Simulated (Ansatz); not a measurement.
Cs$_{2}$PdBr$_{6}$:
```
Cs2PdBr6
1.0
    0.00000     5.38491     5.38491
    5.38491     0.00000     5.38491
    5.38491     5.38491     0.00000
Cs Pd Br
2 1 6
Cartesian
  2.69245   2.69245   2.69245
  8.07736   8.07736   8.07736
  0.00000   0.00000   0.00000
  2.49639   5.38491   5.38491
  8.27343   5.38491   5.38491
  5.38491   2.49639   5.38491
  5.38491   8.27343   5.38491
  5.38491   5.38491   2.49639
  5.38491   5.38491   8.27343
```

Relaxed with r²SCAN. Special points in fractions of this cell's reciprocal vectors: Γ (0.000, 0.000, 0.000); X (0.500, 0.000, 0.500); U (0.625, 0.250, 0.625); K (0.375, 0.375, 0.750); L (0.500, 0.500, 0.500); W (0.500, 0.250, 0.750).

### Question
List the band energies nearest the valence-band maximum at these points for r²SCAN (plane waves, PAW; program Ansatz).

### Answer
In eV from the valence-band maximum; about four levels below and three above (degenerate sets whole), none deeper than 8.9 eV; points with the same levels are listed once.

```csv
k,below,above
Γ,-0.32 -0.32 -0.32 0.00 0.00 0.00,1.74 1.74 5.80
X,-0.57 -0.57 -0.54 -0.54 -0.02,0.89 1.73 7.44
U,-0.53 -0.51 -0.45 -0.15,1.09 1.61 7.58
L,-0.41 -0.41 -0.40 -0.40 -0.24,1.49 1.49 7.19
W,-0.62 -0.62 -0.61 -0.27 -0.27,1.14 1.55 7.74
```

Space group Fm-3m. The workflow started from a Materials Project entry (that database holds measured and hypothetical structures alike); the Crystallography Open Database copy checked does not list it. Its standing as an ambient phase is unchecked. Symmetry was held in the r²SCAN relaxation; whether a distortion lowers the energy is not shown. No spin polarisation was allowed. Scalar-relativistic: spin–orbit coupling is off unless named, which matters more the heavier the elements.

Potentials: the later of the program's two PAW sets.
